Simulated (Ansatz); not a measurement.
Relaxed-ion elastic tensor of ScIr₃ (Cu3Au type, space group No. 221) in GPa (Voigt order), r²SCAN in the plane-wave PAW code Ansatz; density 17.16 g/cm³, 15.04 Å³ per atom.

```csv
,1,2,3,4,5,6
1,366,213,213,0.0,0.0,0.0
2,213,366,213,0.0,0.0,0.0
3,213,213,366,0.0,0.0,0.0
4,0.0,0.0,0.0,180,0.0,0.0
5,0.0,0.0,0.0,0.0,180,0.0
6,0.0,0.0,0.0,0.0,0.0,180
```

Is the crystal mechanically stable?

Yes: the smallest eigenvalue of C is 153 GPa.

Work out the Voigt, Reuss and Hill averages.

K_V = 264, K_R = 264, K_H = 264; G_V = 139, G_R = 117, G_H = 128 GPa.

Give Young's modulus, Poisson's ratio, Pugh's ratio and the universal anisotropy index.

E = 9KG/(3K + G) = 330 GPa; ν = 0.29; K/G = 2.07 (ductile by the Pugh limit of 1.75); A_U = 5G_V/G_R + K_V/K_R − 6 = 0.92.

Estimate the sound speeds and the Debye temperature.

v_l = √((K + 4G/3)/ρ) = 5030 m/s, v_t = √(G/ρ) = 2730 m/s, mean 3050 m/s; Θ = (h/k)(3n/4πV)^(1/3) v_m = 367 K.

Give the Zener ratio and Young's modulus along [100], [110] and [111].

A = 2C44/(C11 − C12) = 2.34; 1/E = S11 − 2(S11 − S12 − S44/2)Γ with Γ = 0, 1/4, 1/3 gives 210, 345, 440 GPa.

Solve the Christoffel equation for the three sound speeds along [100], [110], [111].

Eigenvalues of C_ijkl n_j n_l equal ρv². In km/s, slowest first: [100] 3.24, 3.24, 4.62; [110] 2.11, 3.24, 5.23; [111] 2.54, 2.54, 5.42.

Space group Pm-3m (Cu3Au type). The workflow started from a Materials Project entry (that database holds measured and hypothetical structures alike); the Crystallography Open Database copy checked does not list it. Whether it is the stable phase at ambient conditions was not checked. The r²SCAN relaxation kept the symmetry of its start; whether a distortion lowers the energy is not shown. No spin polarisation was allowed. As this level gives no gap, shear constants depend on the k-mesh and smearing (Fermi–Dirac, 0.1 eV here). Scalar-relativistic: spin–orbit coupling is off unless named, which matters more the heavier the elements.

Potentials: the later of the program's two PAW sets.
